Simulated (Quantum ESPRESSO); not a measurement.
# AlMg2S3F: finding a planted mistake in a log

Computed values, not a measurement. The program is pw.x of Quantum ESPRESSO 7.5 (plane-wave density functional theory). The cell is made up: 7 atoms on a zincblende/diamond lattice with one site empty, with randomly drawn elements, strain and displacements, not relaxed. PseudoDojo standard norm-conserving files (v0.5 for PBE, v0.4.1 for LDA and PBEsol) set the functional; there is no spin polarisation, spin-orbit coupling or dispersion term, and the masses in the input are unused placeholders.

Intended input:

```
&control calculation='scf', pseudo_dir='./dojo.nc.sr.pbe.v0_5.standard.upf', outdir='./o', disk_io='low', tprnfor=.true., tstress=.true. /
&system ibrav=0, nat=7, ntyp=4, nbnd=30, ecutwfc=84.00895049, nosym=.true., tot_charge=0,
 occupations='smearing', smearing='fd', degauss=0.0018374661
/
&electrons conv_thr=7.350e-09, electron_maxstep=60, /
ATOMIC_SPECIES
Al 1.0 Al.upf
F 1.0 F.upf
Mg 1.0 Mg.upf
S 1.0 S.upf
CELL_PARAMETERS angstrom
5.4655 0.0074 0.0173
0.0074 5.5329 0.064
0.0173 0.064 5.3537
ATOMIC_POSITIONS angstrom
Al 0.0511 2.7619 2.5461
Mg 2.7783 0.1444 2.6588
Mg 2.7168 2.833 -0.0334
S 1.403 1.3019 1.3579
S 1.3238 4.1988 4.1099
S 4.1081 1.3846 3.9532
F 3.9677 4.11 1.3922
K_POINTS automatic
4 4 4 1 1 1
```

The log is shortened where brackets say so; the opening notice, blank lines, dates and the lines on written files are dropped, and the path of the files is cut. It prints rydbergs, bohrs and kilobars, and counts compression as positive stress. Where no state is partly filled, the Fermi energy that it prints is only some level between the filled and the empty states on the mesh, and need not lie in the true gap.

Log of the intended run:

```
     Program PWSCF v.7.5
     Parallel version (MPI & OpenMP), running on       4 processor cores
     Number of MPI processes:                 4
     Threads/MPI process:                     1
     [start-up lines left out]
     bravais-lattice index     =            0
     lattice parameter (alat)  =      10.3284  a.u.
     unit-cell volume          =    1092.3658 (a.u.)^3
     number of atoms/cell      =            7
     number of atomic types    =            4
     number of electrons       =        48.00
     number of Kohn-Sham states=           30
     kinetic-energy cutoff     =      84.0090  Ry
     charge density cutoff     =     336.0358  Ry
     scf convergence threshold =      7.3E-09
     mixing beta               =       0.7000
     number of iterations used =            8  plain     mixing
     Exchange-correlation= PBE
                           (   1   4   3   4   0   0   0)
     [axes and pseudopotential details left out]
   Cartesian axes
     site n.     atom                  positions (alat units)
         1        Al     tau(   1) = (   0.0093495   0.5053305   0.4658467  )
         2        Mg     tau(   2) = (   0.5083311   0.0264201   0.4864668  )
         3        Mg     tau(   3) = (   0.4970787   0.5183393  -0.0061110  )
         4        S      tau(   4) = (   0.2566996   0.2382019   0.2484479  )
         5        S      tau(   5) = (   0.2422088   0.7682326   0.7519670  )
         6        S      tau(   6) = (   0.7516377   0.2533331   0.7232964  )
         7        F      tau(   7) = (   0.7259494   0.7519853   0.2547236  )
     number of k points=    32  Fermi-Dirac smearing, width (Ry)=  0.0018
                       cart. coord. in units 2pi/alat
        k(    1) = (   0.1244377   0.1218570   0.1257523), wk =   0.0625000
        k(    2) = (   0.1236337   0.1189054   0.3810124), wk =   0.0625000
     [further k points left out]
     Dense  grid:   113641 G-vectors     FFT dimensions: (  64,  64,  60)
     Estimated max dynamical RAM per process >     187.05 MB
     Estimated total dynamical RAM >     664.95 MB
     Initial potential from superposition of free atoms
     starting charge      47.9958, renormalised to      48.0000
     Starting wfcs are   30 randomized atomic wfcs
     total cpu time spent up to now is        2.2 secs
     per-process dynamical memory:   131.9 Mb
     Self-consistent Calculation
     iteration #  1     ecut=    84.01 Ry     beta= 0.70
     Davidson diagonalization with overlap
     ethr =  1.00E-02,  avg # of iterations =  5.3
     total cpu time spent up to now is        5.8 secs
     total energy              =    -357.81933201 Ry
     estimated scf accuracy    <       0.66219662 Ry
     iteration #  2     ecut=    84.01 Ry     beta= 0.70
     Davidson diagonalization with overlap
     ethr =  1.38E-03,  avg # of iterations =  2.0
     total cpu time spent up to now is        8.9 secs
     total energy              =    -357.96290368 Ry
     estimated scf accuracy    <       0.47618191 Ry
     [iterations 3 to 8 left out]
     iteration #  9     ecut=    84.01 Ry     beta= 0.70
     Davidson diagonalization with overlap
     ethr =  5.46E-10,  avg # of iterations =  2.0
     total cpu time spent up to now is       30.7 secs
     total energy              =    -358.07304010 Ry
     estimated scf accuracy    <       0.00000004 Ry
     iteration # 10     ecut=    84.01 Ry     beta= 0.70
     Davidson diagonalization with overlap
     ethr =  8.29E-11,  avg # of iterations =  2.1
     total cpu time spent up to now is       33.6 secs
     End of self-consistent calculation
     [lines on levels left out]
     the Fermi energy is     3.3734 ev
!    total energy              =    -358.07304011 Ry
     estimated scf accuracy    <          3.2E-09 Ry
     smearing contrib. (-TS)   =      -0.00000000 Ry
     internal energy E=F+TS    =    -358.07304011 Ry
     The total energy is F=E-TS. E is the sum of the following terms:
     one-electron contribution =    -267.90027442 Ry
     hartree contribution      =     140.07266732 Ry
     xc contribution           =     -63.80167158 Ry
     ewald contribution        =    -166.44376144 Ry
     convergence has been achieved in  10 iterations
     Forces acting on atoms (cartesian axes, Ry/au):
     atom    1 type  1   force =     0.00569827   -0.01057470    0.05087708
     atom    2 type  3   force =     0.00669512   -0.08013938    0.00214973
     atom    3 type  3   force =     0.03649179   -0.01576619    0.02709527
     atom    4 type  4   force =    -0.07206335    0.06900097   -0.04197003
     atom    5 type  4   force =    -0.05730103    0.00589498   -0.06940029
     atom    6 type  4   force =     0.07338414    0.07007117    0.00540891
     atom    7 type  2   force =     0.00709506   -0.03848685    0.02583934
     Total force =     0.209506     Total SCF correction =     0.000121
     Computing stress (Cartesian axis) and pressure
          total   stress  (Ry/bohr**3)                   (kbar)     P=      -21.72
  -0.00014485  -0.00009220   0.00019220          -21.31      -13.56       28.27
  -0.00009220  -0.00019017  -0.00016202          -13.56      -27.97      -23.83
   0.00019220  -0.00016202  -0.00010803           28.27      -23.83      -15.89
     init_run     :      2.11s CPU      2.17s WALL (       1 calls)
     electrons    :     31.25s CPU     31.37s WALL (       1 calls)
     forces       :      0.48s CPU      0.50s WALL (       1 calls)
     stress       :      1.58s CPU      1.58s WALL (       1 calls)
     [timing details left out]
     PWSCF        :     35.48s CPU     35.71s WALL
     JOB DONE.
```

A second run was made from an input with one planted mistake. Its log:

```
     Program PWSCF v.7.5
     Parallel version (MPI & OpenMP), running on       4 processor cores
     Number of MPI processes:                 4
     Threads/MPI process:                     1
     [start-up lines left out]
     bravais-lattice index     =            0
     lattice parameter (alat)  =      10.1537  a.u.
     unit-cell volume          =    1037.9040 (a.u.)^3
     number of atoms/cell      =            7
     number of atomic types    =            4
     number of electrons       =        48.00
     number of Kohn-Sham states=           30
     kinetic-energy cutoff     =      84.0090  Ry
     charge density cutoff     =     336.0358  Ry
     scf convergence threshold =      7.3E-09
     mixing beta               =       0.7000
     number of iterations used =            8  plain     mixing
     Exchange-correlation= PBE
                           (   1   4   3   4   0   0   0)
     [axes and pseudopotential details left out]
   Cartesian axes
     site n.     atom                  positions (alat units)
         1        Al     tau(   1) = (   0.0093428   0.5053291   0.4658549  )
         2        Mg     tau(   2) = (   0.5083255   0.0264278   0.4864761  )
         3        Mg     tau(   3) = (   0.4970844   0.5183383  -0.0061044  )
         4        S      tau(   4) = (   0.2567032   0.2382037   0.2484584  )
         5        S      tau(   5) = (   0.2422051   0.7682298   0.7519637  )
         6        S      tau(   6) = (   0.7516473   0.2533346   0.7233026  )
         7        F      tau(   7) = (   0.7259453   0.7519823   0.2547304  )
     number of k points=    32  Fermi-Dirac smearing, width (Ry)=  0.0018
                       cart. coord. in units 2pi/alat
        k(    1) = (   0.1244373   0.1218559   0.1257526), wk =   0.0625000
        k(    2) = (   0.1236337   0.1189053   0.3810122), wk =   0.0625000
     [further k points left out]
     Dense  grid:   107935 G-vectors     FFT dimensions: (  60,  60,  60)
     Estimated max dynamical RAM per process >     176.80 MB
     Estimated total dynamical RAM >     628.16 MB
     Initial potential from superposition of free atoms
     starting charge      47.9958, renormalised to      48.0000
     Starting wfcs are   30 randomized atomic wfcs
     total cpu time spent up to now is        2.5 secs
     per-process dynamical memory:   124.7 Mb
     Self-consistent Calculation
     iteration #  1     ecut=    84.01 Ry     beta= 0.70
     Davidson diagonalization with overlap
     ethr =  1.00E-02,  avg # of iterations =  5.5
     total cpu time spent up to now is        6.1 secs
     total energy              =    -357.83914519 Ry
     estimated scf accuracy    <       0.63728888 Ry
     iteration #  2     ecut=    84.01 Ry     beta= 0.70
     Davidson diagonalization with overlap
     ethr =  1.33E-03,  avg # of iterations =  2.0
     total cpu time spent up to now is        9.1 secs
     total energy              =    -357.98124615 Ry
     estimated scf accuracy    <       0.40504969 Ry
     [iterations 3 to 8 left out]
     iteration #  9     ecut=    84.01 Ry     beta= 0.70
     Davidson diagonalization with overlap
     ethr =  4.00E-10,  avg # of iterations =  2.1
     total cpu time spent up to now is       30.6 secs
     total energy              =    -358.07642591 Ry
     estimated scf accuracy    <       0.00000002 Ry
     iteration # 10     ecut=    84.01 Ry     beta= 0.70
     Davidson diagonalization with overlap
     ethr =  4.91E-11,  avg # of iterations =  2.8
     total cpu time spent up to now is       33.5 secs
     End of self-consistent calculation
     [lines on levels left out]
     the Fermi energy is     3.9885 ev
!    total energy              =    -358.07642592 Ry
     estimated scf accuracy    <          2.1E-09 Ry
     smearing contrib. (-TS)   =       0.00000000 Ry
     internal energy E=F+TS    =    -358.07642592 Ry
     The total energy is F=E-TS. E is the sum of the following terms:
     one-electron contribution =    -263.45014575 Ry
     hartree contribution      =     138.61276538 Ry
     xc contribution           =     -63.93348134 Ry
     ewald contribution        =    -169.30556421 Ry
     convergence has been achieved in  10 iterations
     Forces acting on atoms (cartesian axes, Ry/au):
     atom    1 type  1   force =     0.00096203   -0.00288520    0.04941599
     atom    2 type  3   force =     0.01077279   -0.09518313   -0.00060117
     atom    3 type  3   force =     0.04533266   -0.01584534    0.03393267
     atom    4 type  4   force =    -0.08240897    0.06701391   -0.05419197
     atom    5 type  4   force =    -0.06901101    0.01414979   -0.07088448
     atom    6 type  4   force =     0.08459583    0.07105938    0.01584912
     atom    7 type  2   force =     0.00975667   -0.03830942    0.02647984
     Total force =     0.232405     Total SCF correction =     0.000100
     Computing stress (Cartesian axis) and pressure
          total   stress  (Ry/bohr**3)                   (kbar)     P=        4.42
   0.00003841  -0.00010494   0.00022388            5.65      -15.44       32.93
  -0.00010494  -0.00001313  -0.00018239          -15.44       -1.93      -26.83
   0.00022388  -0.00018239   0.00006494           32.93      -26.83        9.55
     init_run     :      2.24s CPU      2.38s WALL (       1 calls)
     electrons    :     30.67s CPU     31.05s WALL (       1 calls)
     forces       :      0.62s CPU      0.65s WALL (       1 calls)
     stress       :      2.05s CPU      2.05s WALL (       1 calls)
     [timing details left out]
     PWSCF        :     35.70s CPU     36.30s WALL
     JOB DONE.
```

Question: what was wrong in the second input?

Answer: the cell and the positions are scaled by a wrong factor. The input lines that differ, file-writing options aside:

```
- 5.4655 0.0074 0.0173
+ 5.3731 0.0073 0.017
- 0.0074 5.5329 0.064
+ 0.0073 5.4394 0.0629
- 0.0173 0.064 5.3537
+ 0.017 0.0629 5.2632
- Al 0.0511 2.7619 2.5461
+ Al 0.0502 2.7152 2.5031
- Mg 2.7783 0.1444 2.6588
+ Mg 2.7313 0.142 2.6139
- Mg 2.7168 2.833 -0.0334
+ Mg 2.6709 2.7851 -0.0328
- S 1.403 1.3019 1.3579
+ S 1.3793 1.2799 1.335
- S 1.3238 4.1988 4.1099
+ S 1.3014 4.1278 4.0404
- S 4.1081 1.3846 3.9532
+ S 4.0387 1.3612 3.8864
- F 3.9677 4.11 1.3922
+ F 3.9006 4.0405 1.3687
```

|  | intended run | run with the mistake |
| --- | --- | --- |
| free energy (eV) | -4871.832 | -4871.878 |
| smearing term -TS (eV) | 0.0000 | 0.0000 |
| pressure (GPa) | -2.17 | 0.44 |
| largest force component (eV/Å) | 2.060 | 2.447 |
| largest change of a force component (eV/Å) |  | 0.387 |
| iterations | 10 | 10 |

For scale, a rerun of the intended cell at 1437 eV and a 6 x 6 x 6 mesh moved values by no more than 0.002 eV in energy, 0.02 GPa in stress and 0.006 eV/Å in force.